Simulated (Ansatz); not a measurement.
A relaxation computed with Ansatz, from input to last step.

```yaml
crystal:
  lattice:
    - [4.542224156, 2.6224543392, 3.5596898796]
    - [-4.542224156, 2.6224543392, 3.5596898796]
    - [0.0, -5.2449086784, 3.5596898796]
  atoms:
    - { symbol: Mo, position: [0.2140564978, 0.4144055327, 0.5443306826] }
    - { symbol: Mo, position: [0.5443306826, 0.2140564978, 0.4144055327] }
    - { symbol: Mo, position: [0.4144055327, 0.5443306826, 0.2140564978] }
    - { symbol: Mo, position: [0.7859435022, 0.5855944673, 0.4556693174] }
    - { symbol: Mo, position: [0.4556693174, 0.7859435022, 0.5855944673] }
    - { symbol: Mo, position: [0.5855944673, 0.4556693174, 0.7859435022] }
    - { symbol: Se, position: [0.3707093241, 0.1276524378, 0.7598445219] }
    - { symbol: Se, position: [0.7598445219, 0.3707093241, 0.1276524378] }
    - { symbol: Se, position: [0.1276524378, 0.7598445219, 0.3707093241] }
    - { symbol: Se, position: [0.6292906759, 0.8723475622, 0.2401554781] }
    - { symbol: Se, position: [0.2401554781, 0.6292906759, 0.8723475622] }
    - { symbol: Se, position: [0.8723475622, 0.2401554781, 0.6292906759] }
    - { symbol: Se, position: [0.2045318839, 0.2045318839, 0.2045318839] }
    - { symbol: Se, position: [0.7954681161, 0.7954681161, 0.7954681161] }
basis:
  ecutwfc: 420
kpoints:
  mp_grid: { grid: [6, 6, 6] }
hamiltonian:
  xc: pbesol
scf:
  occupations: { method: gaussian, width: 0.1 }
output:
  forces: true
  stress: true
  eigenvalues: true
relax:
  adjacent_minimum: "off"
  f_tol: 0.01
  max_steps: 30
  cell: { stress_tol: 0.1, fix: [volume] }
```

```bash
ansatz run input.yaml --threads 4 --pin off --max-ram 10240MiB --backend cpu --events-out ev --progress --plain --runs-dir out
```

Method: Ansatz 0.2.0, DFT PBEsol, scalar-relativistic, plane waves, PAW.

The volume is held at 0.88 times that of the relaxed cell.

Of 6 frames 5 are shown, positions in Å and forces in eV/Å; the SCF threshold varies from step to step. Steps run on the plane waves of an earlier cell, with a Pulay correction in the pressure. The basis is chosen afresh for the last frame, the zero of the energies, and at times for earlier ones too; energy and pressure can step there, also at an unchanged geometry. Where two frames share a geometry here, they differ by under 2 meV/atom and 0.3 GPa.

```xyz
14
Lattice="4.5422 2.6225 3.5597 -4.5422 2.6225 3.5597 0.0000 -5.2449 3.5597" Properties=species:S:1:pos:R:3:forces:R:3 pbc="T T T" step=1 free_energy_over_end_meV_per_atom=5.09 pressure_GPa=13.83
Mo   -0.9100   -1.2069    4.1748   -0.1871   -0.2373   -0.1369
Mo    1.5002   -0.1847    4.1748    0.2990   -0.0434   -0.1369
Mo   -0.5901    1.3915    4.1748   -0.1120    0.2806   -0.1369
Mo    0.9100    1.2069    6.5043    0.1871    0.2373    0.1369
Mo   -1.5002    0.1847    6.5043   -0.2990    0.0434    0.1369
Mo    0.5901   -1.3915    6.5043    0.1120   -0.2806    0.1369
Se    1.1040   -2.6784    4.4788    0.0312   -0.4416   -0.0252
Se    1.7675    2.2953    4.4788    0.3668    0.2478   -0.0252
Se   -2.8716    0.3831    4.4788   -0.3980    0.1937   -0.0252
Se   -1.1040    2.6784    6.2002   -0.0312    0.4416    0.0252
Se   -1.7675   -2.2953    6.2002   -0.3668   -0.2478    0.0252
Se    2.8716   -0.3831    6.2002    0.3980   -0.1937    0.0252
Se    0.0000    0.0000    2.1842    0.0000    0.0000   -0.5661
Se    0.0000    0.0000    8.4949    0.0000    0.0000    0.5661
14
Lattice="4.5406 2.6215 3.5623 -4.5406 2.6215 3.5623 0.0000 -5.2430 3.5623" Properties=species:S:1:pos:R:3:forces:R:3 pbc="T T T" step=2 free_energy_over_end_meV_per_atom=2.92 pressure_GPa=9.50
Mo   -0.9336   -1.2145    4.1550    0.2242    0.2319    0.2289
Mo    1.5186   -0.2013    4.1550   -0.3130    0.0782    0.2289
Mo   -0.5850    1.4158    4.1550    0.0887   -0.3102    0.2289
Mo    0.9336    1.2145    6.5318   -0.2242   -0.2319   -0.2289
Mo   -1.5186    0.2013    6.5318    0.3130   -0.0782   -0.2289
Mo    0.5850   -1.4158    6.5318   -0.0887    0.3102   -0.2289
Se    1.0776   -2.7269    4.4927   -0.0066    0.2376    0.0120
Se    1.8227    2.2967    4.4927   -0.2025   -0.1245    0.0120
Se   -2.9004    0.4302    4.4927    0.2091   -0.1131    0.0120
Se   -1.0776    2.7269    6.1941    0.0066   -0.2376   -0.0120
Se   -1.8227   -2.2967    6.1941    0.2025    0.1245   -0.0120
Se    2.9004   -0.4302    6.1941   -0.2091    0.1131   -0.0120
Se    0.0000    0.0000    2.1326    0.0000    0.0000    0.2857
Se    0.0000    0.0000    8.5542    0.0000    0.0000   -0.2857
14
Lattice="4.5446 2.6238 3.5560 -4.5446 2.6238 3.5560 0.0000 -5.2476 3.5560" Properties=species:S:1:pos:R:3:forces:R:3 pbc="T T T" step=3 free_energy_over_end_meV_per_atom=0.04 pressure_GPa=11.14
Mo   -0.9218   -1.2110    4.1601    0.0203    0.0411    0.0202
Mo    1.5097   -0.1928    4.1601   -0.0458   -0.0030    0.0202
Mo   -0.5879    1.4038    4.1601    0.0255   -0.0382    0.0202
Mo    0.9218    1.2110    6.5078   -0.0203   -0.0411   -0.0202
Mo   -1.5097    0.1928    6.5078    0.0458    0.0030   -0.0202
Mo    0.5879   -1.4038    6.5078   -0.0255    0.0382   -0.0202
Se    1.0912   -2.7104    4.4778   -0.0122    0.0008    0.0149
Se    1.8017    2.3002    4.4778    0.0054   -0.0110    0.0149
Se   -2.8929    0.4102    4.4778    0.0068    0.0102    0.0149
Se   -1.0912    2.7104    6.1902    0.0122   -0.0008   -0.0149
Se   -1.8017   -2.3002    6.1902   -0.0054    0.0110   -0.0149
Se    2.8929   -0.4102    6.1902   -0.0068   -0.0102   -0.0149
Se    0.0000    0.0000    2.1460    0.0000    0.0000   -0.0024
Se    0.0000    0.0000    8.5220    0.0000    0.0000    0.0024
14
Lattice="4.5465 2.6249 3.5529 -4.5465 2.6249 3.5529 0.0000 -5.2499 3.5529" Properties=species:S:1:pos:R:3:forces:R:3 pbc="T T T" step=4 free_energy_over_end_meV_per_atom=0.01 pressure_GPa=11.18
Mo   -0.9213   -1.2098    4.1560    0.0053    0.0104    0.0090
Mo    1.5084   -0.1930    4.1560   -0.0116   -0.0006    0.0090
Mo   -0.5870    1.4028    4.1560    0.0063   -0.0098    0.0090
Mo    0.9213    1.2098    6.5028   -0.0053   -0.0104   -0.0090
Mo   -1.5084    0.1930    6.5028    0.0116    0.0006   -0.0090
Mo    0.5870   -1.4028    6.5028   -0.0063    0.0098   -0.0090
Se    1.0911   -2.7103    4.4742   -0.0062   -0.0060    0.0038
Se    1.8017    2.3001    4.4742    0.0083   -0.0024    0.0038
Se   -2.8928    0.4102    4.4742   -0.0021    0.0084    0.0038
Se   -1.0911    2.7103    6.1846    0.0062    0.0060   -0.0038
Se   -1.8017   -2.3001    6.1846   -0.0083    0.0024   -0.0038
Se    2.8928   -0.4102    6.1846    0.0021   -0.0084   -0.0038
Se    0.0000    0.0000    2.1410    0.0000    0.0000   -0.0082
Se    0.0000    0.0000    8.5178    0.0000    0.0000    0.0082
14
Lattice="4.5484 2.6260 3.5500 -4.5484 2.6260 3.5500 0.0000 -5.2521 3.5500" Properties=species:S:1:pos:R:3:forces:R:3 pbc="T T T" step=6 free_energy_over_end_meV_per_atom=0.00 pressure_GPa=11.16
Mo   -0.9215   -1.2091    4.1522   -0.0020   -0.0020    0.0002
Mo    1.5079   -0.1935    4.1522    0.0027   -0.0007    0.0002
Mo   -0.5863    1.4026    4.1522   -0.0007    0.0027    0.0002
Mo    0.9215    1.2091    6.4977    0.0020    0.0020   -0.0002
Mo   -1.5079    0.1935    6.4977   -0.0027    0.0007   -0.0002
Mo    0.5863   -1.4026    6.4977    0.0007   -0.0027   -0.0002
Se    1.0903   -2.7113    4.4700   -0.0015   -0.0002   -0.0002
Se    1.8029    2.2999    4.4700    0.0009   -0.0012   -0.0002
Se   -2.8932    0.4114    4.4700    0.0006    0.0014   -0.0002
Se   -1.0903    2.7113    6.1799    0.0015    0.0002    0.0002
Se   -1.8029   -2.2999    6.1799   -0.0009    0.0012    0.0002
Se    2.8932   -0.4114    6.1799   -0.0006   -0.0014    0.0002
Se    0.0000    0.0000    2.1363    0.0000    0.0000   -0.0030
Se    0.0000    0.0000    8.5136    0.0000    0.0000    0.0030
```

Time: 2.1 min on 4 threads of Intel(R) Xeon(R) Platinum 8488C (Sapphire Rapids), on a shared host, peak memory 1.6 GiB.